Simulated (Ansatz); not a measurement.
Li (bcc (W type), space group No. 229) at seven volumes, the program Ansatz at the PBE level (PAW), scaled uniformly. One row is withheld.

| V (Å³/atom) | P (GPa) |
|---|---|
| 18.442 | 1.53 |
| 19.050 | 0.95 |
| 19.658 | 0.44 |
| 20.266 | 0.00 |
| 20.874 | -0.39 |
| 21.482 | ? |
| 22.090 | -1.04 |

Problem. Fit the shown pressures and predict the withheld one.

Solution. P = (3/2)B₀(x^(7/2) − x^(5/2))[1 + (3/4)(B′ − 4)(x − 1)] with x = (V₀/V)^(2/3). Least squares on the six rows gives V₀ = 20.264 Å³/atom, B₀ = 13.9 GPa, B′ = 3.32. At V = 21.482, x = 0.9618 and P = -0.74 GPa. The run itself gave -0.73 GPa.

Space group Im-3m (bcc (W type)). The PBE relaxation kept the symmetry of its start.

Potentials: the later of the program's two PAW sets.
